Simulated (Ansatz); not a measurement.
Bi:
```yaml
crystal:
  lattice:
    - [2.24676, 1.29717, 3.83313]
    - [-2.24676, 1.29717, 3.83313]
    - [0.00000, -2.59433, 3.83313]
  atoms:
    - { symbol: Bi, position: [0.23717, 0.23717, 0.23717] }
    - { symbol: Bi, position: [0.76283, 0.76283, 0.76283] }
```

Relaxed with LDA. Special points in fractions of this cell's reciprocal vectors: Γ (0.000, 0.000, 0.000); T (0.500, 0.500, 0.500); H2 (0.757, 0.243, 0.500); H0 (0.500, -0.243, 0.243); L (0.500, 0.000, 0.000); S0 (0.372, -0.372, 0.000); S2 (0.628, 0.000, 0.372); F (0.500, 0.000, 0.500).

Problem. List the band energies nearest the Fermi level at these points for the program Ansatz at the LDA level (PAW).

Solution. In eV from the Fermi level; about four levels below and three above (degenerate sets whole), none deeper than 8.9 eV; points with the same levels are listed once.

```tsv
k	below	above
Γ	-7.41 -1.54 -1.31 -1.31	2.79 3.09 3.09
T	-0.85 -0.55 -0.55	0.47 0.47 0.56
H2	-4.32 -4.27 -0.28	0.65 5.18 5.19
L	-1.14 -1.03 -0.29 -0.25	0.36 0.75 7.82
S0	-4.65 -2.63 -2.60	3.17 3.24 4.65
F	-5.01 -3.22 -3.10	2.45 5.15 5.47
```

Space group R-3m (A7 (α-As type)). Symmetry was held in the LDA relaxation. The Fermi level of a semimetal is unsure by some 0.05 eV on such meshes. Spin–orbit coupling is left out wherever it is not named.

Potentials: the earlier of the program's two PAW sets. The files were generated under PBE; for other functionals the program regenerates the frozen cores, and for LDA and PBEsol the local potential too.
